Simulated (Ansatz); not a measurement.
Name crystals whose computed values (the program Ansatz at the PBEsol level (PAW)) fall in these windows: highest Γ mode, no LO–TO term (cm⁻¹) 460 to 550; G_Hill (GPa) 74 to 95; B₀ by P(V) fit (GPa) 170 to 230.



```
crystal                                     highest Γ mode, no LO–TO term (cm⁻¹)  G_Hill (GPa)  B₀ by P(V) fit (GPa)
------------------------------------------  ------------------------------------  ------------  --------------------
BeNi, CsCl type                                                              499          86.0                   198
MgZnO2, R-3m (Mg on 3a, Zn on 3b, O on 6c)                                   533          84.4                   171
```
Others may fit too.

Standing as an ambient phase not checked: BeNi, CsCl type; MgZnO2, R-3m (Mg on 3a, Zn on 3b, O on 6c). Perhaps ordered models of mixed-site phases: BeNi, CsCl type; MgZnO2, R-3m (Mg on 3a, Zn on 3b, O on 6c). All cells were relaxed under the symmetry of their starts (and spin orders); stability against distortions was not tested throughout. Rows with no word on spin ran without spin polarisation.

Potentials: the later of the program's two PAW sets.
